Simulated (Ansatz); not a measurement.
Given:

SnGeO₃:
```cif
data_GeO3Sn
_chemical_formula_sum 'Ge1 Sn1 O3'
_space_group_name_H-M_alt 'P4mm'
_space_group_IT_number 99
_space_group_name_Hall 'P 4 -2'
_cell_length_a 3.63236
_cell_length_b 3.63236
_cell_length_c 4.66668
_cell_angle_alpha 90.000
_cell_angle_beta 90.000
_cell_angle_gamma 90.000
loop_
_atom_site_label
_atom_site_type_symbol
_atom_site_symmetry_multiplicity
_atom_site_Wyckoff_symbol
_atom_site_fract_x
_atom_site_fract_y
_atom_site_fract_z
_atom_site_occupancy
Ge1 Ge 1 b 0.50000 0.50000 0.49386 1
Sn1 Sn 1 a 0.00000 0.00000 0.02647 1
O1 O 1 b 0.50000 0.50000 0.86767 1
O2 O 2 c 0.00000 0.50000 0.35900 1
```

This is the PBEsol-relaxed structure.

Problem. All from PBEsol (plane waves, PAW; program Ansatz), unless another level is named. Predict the bulk modulus (Birch–Murnaghan fit).

Solution. 82.7 GPa.

Problem. What about the highest zone-centre frequency?

Solution. 695 cm^-1.

A made-up cell: these elements were put on the sites of a structure type; neither database checked (COD, Materials Project) lists it. Whether it is the stable phase at ambient conditions was not checked. The PBEsol relaxation kept the symmetry of its start; its stability against distortions is not shown here. As this level gives no gap, phonon frequencies hold no LO–TO term and depend on the k-mesh and smearing (Fermi–Dirac, 0.1 eV here). Scalar-relativistic: spin–orbit coupling is off unless named, which matters more the heavier the elements.

Potentials: the earlier of the program's two PAW sets. The files were generated under PBE; for other functionals the program regenerates the frozen cores, and for LDA and PBEsol the local potential too.
